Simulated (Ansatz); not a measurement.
Input file for Ansatz (a program for electronic structure):

Ansatz 0.2 input:
```yaml
crystal:
  lattice:
    - [0.0, 2.8492209187, 2.8492209187]
    - [2.8492209187, 0.0, 2.8492209187]
    - [2.8492209187, 2.8492209187, 0.0]
  atoms:
    - { symbol: Ta, position: [0.0, 0.0, 0.0] }
    - { symbol: Te, position: [0.5, 0.5, 0.5] }
kpoints:
  mp_grid: { grid: [9, 9, 9] }
  band_path:
    path:
      - [[0.0, 0.0, 0.0], [0.5, 0.0, 0.5], [0.625, 0.25, 0.625]]  # Γ-X-U
      - [[0.375, 0.375, 0.75], [0.0, 0.0, 0.0], [0.5, 0.5, 0.5], [0.5, 0.25, 0.75], [0.5, 0.0, 0.5]]  # K-Γ-L-W-X
    npoints: 12
basis: { xc_grid: 2 }
hamiltonian:
  xc: pbe
  pseudopotentials: { kind: paw }
magnetization: { noncollinear: true, spin_orbit: true }
scf:
  n_extra_bands: 13
  convergence: { dr2_threshold: 0.0000000001 }
  occupations: { method: gaussian, width: 0.05 }
output: { eigenvalues: true }
```

Output (shortened):

```
Pseudopotential: Ta, paw_fr, valence charge 13
Pseudopotential: Te, paw_fr, valence charge 16
Functional definition: PBE
non-collinear run that drives no moment, with spin-orbit …
Crystal: 2 atoms, lattice volume = 46.260 Å³
Basis set: ecut = 420 eV, 893 PW (Γ), exchange–correlation on 54×54×54 points (8 copies of the dense FFT grid, shifted against one another)
Bands: 42, of which v1, the nominal top of the filled ones, is band 29 counted from 1 (28 counted from 0)
Symmetry: 48 space group operations + 48 with time reversal
k-points: 35 of 729
Projection manifold: j_resolved (fully-relativistic pseudo-atomic orbitals)
SCF iter   1: F=—  HF=-16936.280416 eV  |F-HF|=—  |Δ(HF+E_count)|=         —  Δρ=4.07e-2  dr2=1.51e0  dr2_m=0.00e0 (ungated)  ethr=3.10e-3  |M|=0.00e0 ∫|m|=0.00e0 μB  |m|>n=0.0e0 m-floor=0.0e0 τ_xc=0.0e0  β_m=0.30  ⟨swp⟩=7.9  Hψ=3843  notcnv=0  defer=24
preconditioner: auto → Kerker (q_TF=auto, 2.524 Å⁻¹)
spin=Noncollinear: Kerker preconditioning applied to the charge; magnetization (m_x, m_y, m_z) channels mix plain (no charge-response kernel on spin).
SCF iter   2: F=—  HF=-16936.041931 eV  |F-HF|=—  |Δ(HF+E_count)|=   2.38e-1  Δρ=2.69e-2  dr2=6.17e-1  dr2_m=0.00e0 (ungated)  ethr=3.10e-3  |M|=0.00e0 ∫|m|=0.00e0 μB  |m|>n=0.0e0 m-floor=0.0e0 τ_xc=0.0e0  β_m=0.55  ⟨swp⟩=2.0  Hψ=983  notcnv=0  defer=172
SCF iter   3: F=—  HF=-16935.867726 eV  |F-HF|=—  |Δ(HF+E_count)|=   1.74e-1  Δρ=5.84e-3  dr2=1.79e-2  dr2_m=0.00e0 (ungated)  ethr=2.13e-3  |M|=0.00e0 ∫|m|=0.00e0 μB  |m|>n=0.0e0 m-floor=0.0e0 τ_xc=0.0e0  β_m=0.75  ⟨swp⟩=2.6  Hψ=982  notcnv=0  defer=172
SCF iter   4: F=—  HF=-16935.860038 eV  |F-HF|=—  |Δ(HF+E_count)|=   7.69e-3  Δρ=1.13e-3  dr2=9.09e-4  dr2_m=0.00e0 (ungated)  ethr=6.16e-5  |M|=0.00e0 ∫|m|=0.00e0 μB  |m|>n=0.0e0 m-floor=0.0e0 τ_xc=0.0e0  β_m=0.87  ⟨swp⟩=2.1  Hψ=1212  notcnv=0  defer=184
SCF iter   5: F=—  HF=-16935.859748 eV  |F-HF|=—  |Δ(HF+E_count)|=   2.90e-4  Δρ=1.53e-4  dr2=1.21e-5  dr2_m=0.00e0 (ungated)  ethr=3.14e-6  |M|=0.00e0 ∫|m|=0.00e0 μB  |m|>n=0.0e0 m-floor=0.0e0 τ_xc=0.0e0  β_m=0.90  ⟨swp⟩=2.2  Hψ=835  notcnv=0  defer=184
SCF iter   6: F=—  HF=-16935.859745 eV  |F-HF|=—  |Δ(HF+E_count)|=   3.17e-6  Δρ=3.65e-5  dr2=3.85e-7  dr2_m=0.00e0 (ungated)  ethr=4.16e-8  |M|=0.00e0 ∫|m|=0.00e0 μB  |m|>n=0.0e0 m-floor=0.0e0 τ_xc=0.0e0  β_m=0.95  ⟨swp⟩=2.5  Hψ=1025  notcnv=0  defer=184
SCF iter   7: F=—  HF=-16935.859747 eV  |F-HF|=—  |Δ(HF+E_count)|=   1.47e-6  Δρ=7.51e-6  dr2=1.58e-8  dr2_m=0.00e0 (ungated)  ethr=1.33e-9  |M|=0.00e0 ∫|m|=0.00e0 μB  |m|>n=0.0e0 m-floor=0.0e0 τ_xc=0.0e0  β_m=0.97  ⟨swp⟩=2.3  Hψ=936  notcnv=0  defer=184
SCF iter   8: F=—  HF=-16935.859747 eV  |F-HF|=—  |Δ(HF+E_count)|=   8.55e-9  Δρ=1.47e-6  dr2=1.26e-9  dr2_m=0.00e0 (ungated)  ethr=5.43e-11  |M|=0.00e0 ∫|m|=0.00e0 μB  |m|>n=0.0e0 m-floor=0.0e0 τ_xc=0.0e0  β_m=0.99  ⟨swp⟩=2.9  Hψ=1172  notcnv=0  defer=184
SCF iter   9: F=-16935.859747 eV  HF=-16935.859747 eV  |F-HF|=1.46e-11  |Δ(HF+E_count)|=  1.56e-10  Δρ=2.71e-7  dr2=3.46e-11  dr2_m=0.00e0 (ungated)  ethr=1.00e-12  |M|=0.00e0 ∫|m|=0.00e0 μB  |m|>n=0.0e0 m-floor=0.0e0 τ_xc=0.0e0  ⟨swp⟩=9.0  Hψ=3291  notcnv=0
SCF 1 converged in 9 iterations: F = -16935.859747 eV  dr2 = 3.46e-11
NSCF: frozen V_eff on 74 k-points
SCF converged after 9 iterations
Magnetization: |M| = 0.0000 μB,  M = (+0.0000, +0.0000, +0.0000) μB
Absolute magnetization: 0.0000 μB (∫|m|)
  site 0: m = (+0.0000, +0.0000, +0.0000) μB, |m| = 0.0000 μB  (R = 1.18 Å)
  site 1: m = (+0.0000, +0.0000, +0.0000) μB, |m| = 0.0000 μB  (R = 1.18 Å)
Free energy (F): -16935.859747 eV
Harris-Foulkes:  -16935.859747 eV  (|F-HF|=1.46e-11)
Internal energy: -16935.854324 eV  (E = F + TS)
E sigma→0 (E₀):  -16935.857035 eV
Entropy (-TS):   -0.005423 eV (-2.711 meV/atom)
Fermi energy:    15.523817 eV
--- Per-component energies (eV) ---
  E_band       = -342.981855
  E_kinetic    = 548.099599
  E_local      = -1662.577622  (includes V_loc(G=0)·N_el)
  E_nonlocal   = -297.391737
  E_hartree    = 935.489347
  E_xc         = -341.985742
  E_vxc        = -307.569357  (∫ρ·V_xc dr)
  E_paw        = -13082.760264  (= ΣΔE_a)
  E_vpaw       = -494.521477  (= ΣTr[D̂ρ^β])
  E_aug_tail   = -0.000060  (compensation charges beyond the density's cutoff)
  E_ewald      = -3034.727846
  E_smearing   = -0.005423  (= −TS)
  E_closure    = 0.000000  (closes the sum)
  Σ components = -16935.859747   (vs F -16935.859747, Δ=0.00e0)
  [band-id]    e_kinetic+e_local+e_nonlocal+2·e_hartree+e_vxc+e_vpaw+e_augmentation_tail = -342.981959   (vs E_band -342.981855, Δ=-1.04e-4)
--- Band table (eV; the first three rows and the last of 35) ---
  k-point 0: bands = ["-53.2259", "-53.2259", "-26.1523", "-26.1523", "-23.4530", "-23.4530", "-23.4530", "-23.4530", "-21.9972", "-21.9972", "-21.9972", "-21.9972", "-21.9780", "-21.9780", "-17.4564", "-17.4564", "-17.4564", "-17.4564", "1.2031", "1.2031", …
  k-point 1: bands = ["-53.2258", "-53.2258", "-26.1541", "-26.1541", "-23.4534", "-23.4534", "-23.4527", "-23.4527", "-21.9975", "-21.9975", "-21.9965", "-21.9965", "-21.9777", "-21.9777", "-17.4617", "-17.4617", "-17.4551", "-17.4551", "1.3556", "1.3556", …
  k-point 2: bands = ["-53.2255", "-53.2255", "-26.1585", "-26.1585", "-23.4542", "-23.4542", "-23.4518", "-23.4518", "-21.9983", "-21.9983", "-21.9948", "-21.9948", "-21.9771", "-21.9771", "-17.4750", "-17.4750", "-17.4517", "-17.4517", "1.7855", "1.7855", …
  k-point 34: bands = ["-53.2245", "-53.2245", "-26.1660", "-26.1660", "-23.4525", "-23.4525", "-23.4504", "-23.4504", "-21.9958", "-21.9958", "-21.9941", "-21.9941", "-21.9747", "-21.9747", "-17.4994", "-17.4994", "-17.4786", "-17.4786", "2.9443", "2.9443", …
```

Cost: roughly 18 core-seconds on shared cores.

Space group Fm-3m (rock salt). The start of the workflow was typed in or built on a structure type; neither database checked (COD, Materials Project) lists it. Whether it is the stable phase at ambient conditions was not checked. The cell was relaxed with PBE under the symmetry of its start; its stability against distortions is not shown here. No spin polarisation was allowed. Its formation energy is positive at this level, so the cell may be metastable or incomplete.

Potentials: the later of the program's two PAW sets.

Ansatz is a plane-wave DFT program.
